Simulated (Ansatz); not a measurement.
Relaxed-ion elastic tensor of SrTiO₃ (cubic perovskite, Pm-3m) in GPa (Voigt order), the program Ansatz at the PBEsol level (PAW); density 5.17 g/cm³, 11.79 Å³ per atom.

```json
[
 {"": "1", "1": "351", "2": "104", "3": "104", "4": "0.0", "5": "0.0", "6": "0.0"},
 {"": "2", "1": "104", "2": "351", "3": "104", "4": "0.0", "5": "0.0", "6": "0.0"},
 {"": "3", "1": "104", "2": "104", "3": "351", "4": "0.0", "5": "0.0", "6": "0.0"},
 {"": "4", "1": "0.0", "2": "0.0", "3": "0.0", "4": "114", "5": "0.0", "6": "0.0"},
 {"": "5", "1": "0.0", "2": "0.0", "3": "0.0", "4": "0.0", "5": "114", "6": "0.0"},
 {"": "6", "1": "0.0", "2": "0.0", "3": "0.0", "4": "0.0", "5": "0.0", "6": "114"}
]
```

### Question
Is the crystal mechanically stable?

### Answer
Yes: the smallest eigenvalue of C is 114 GPa.

### Question
Work out the Voigt, Reuss and Hill averages.

### Answer
K_V = 186, K_R = 186, K_H = 186; G_V = 118, G_R = 118, G_H = 118 GPa.

### Question
Give Young's modulus, Poisson's ratio, Pugh's ratio and the universal anisotropy index.

### Answer
E = 9KG/(3K + G) = 292 GPa; ν = 0.24; K/G = 1.58 (brittle by the Pugh limit of 1.75); A_U = 5G_V/G_R + K_V/K_R − 6 = 0.01.

### Question
Estimate the sound speeds and the Debye temperature.

### Answer
v_l = √((K + 4G/3)/ρ) = 8150 m/s, v_t = √(G/ρ) = 4770 m/s, mean 5290 m/s; Θ = (h/k)(3n/4πV)^(1/3) v_m = 693 K.

### Question
Give the Zener ratio and Young's modulus along [100], [110] and [111].

### Answer
A = 2C44/(C11 − C12) = 0.92; 1/E = S11 − 2(S11 − S12 − S44/2)Γ with Γ = 0, 1/4, 1/3 gives 304, 289, 285 GPa.

The PBEsol relaxation kept the symmetry of its start. At this level the phase is dynamically unstable (imaginary phonons). No spin polarisation was allowed.

Potentials: the earlier of the program's two PAW sets. The files were generated under PBE; for other functionals the program regenerates the frozen cores, and for LDA and PBEsol the local potential too.
